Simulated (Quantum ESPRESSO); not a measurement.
One change at a time to Ga2LiRuTaZr3

All numbers below are calculated, not measured. They come from Quantum ESPRESSO 7.5, a public plane-wave density functional program. Each row is one single-point run on a made-up periodic cell of eight metal atoms, with elements, volume, strain and displacements drawn at random and not relaxed, so a cell may be unstable or far from any real phase. There is no spin polarisation or spin-orbit coupling.

Settings: PBE unless stated; PseudoDojo standard norm-conserving files; Fermi-Dirac width 0.25 eV, which means electrons at about 2900 K; cutoff 1143 eV; 7 x 4 x 3 k mesh shifted half a step off Gamma. E is the free energy of the whole cell (internal energy minus TS), so a -TS column is already part of it. Stress is positive in tension, and the pressure P is minus a third of its trace.

Checks: one run of this series was repeated at a higher cutoff and on a denser mesh, which moved values by no more than 0.003 eV, 0.09 GPa and 0.014 eV/Å, and a second program with other atomic files agreed on it to 2 % rms in force and 0.5 GPa in pressure. Known limits: heavy elements are run without spin-orbit coupling, which real alloys of them have; a spin test at this wide smearing found no moment, but such smearing suppresses magnetism that the real alloy may have.

The lattice is hexagonal close-packed, and the cell vectors in Å are (3.135, 0.018, 0.034); (0.031, 5.536, 0.032); (0.108, 0.059, 9.864), a volume of 171.17 Å³ in run 1. The elements on sites 1 to 8 are Zr Ru Ga Zr Zr Li Ga Ta. Each later run makes one change to run 1 and keeps the rest. E is counted from run 1, and is n/a where other atomic files have another zero of energy.

```
run                           change  V (Å³)  P (GPa)  -TS (eV)  rms force (eV/Å)  largest change of a force component (eV/Å)  E (eV)
  1                             none  171.17    -8.04    -1.761             0.527                                       0.000   0.000
  2          sites 7 and 8 exchanged  171.17   -10.17    -1.800             0.443                                       1.194   0.044
  3    all lengths scaled by +0.88 %  175.73    -9.55    -1.810             0.486                                       0.143   0.251
  4           PBEsol in place of PBE  171.17   -11.37    -1.765             0.512                                       0.117     n/a
  5                     Ir on site 2  171.17    -8.83    -1.567             0.586                                       0.307     n/a
  6  site 4 moved by +0.08 Å along z  171.17    -7.61    -1.752             0.591                                       0.475       ?
```

## Worked estimate

Along the move dE = -F dx. The force on site 4 along z is -1.058 eV/Å in run 1 and -1.533 eV/Å in run 6, and the move is +0.08 Å, so the mean force times the move gives an estimate.

## Withheld value

Question: what E should run 6 give?

The estimate is 0.104 eV. The calculation gave 0.103 eV.
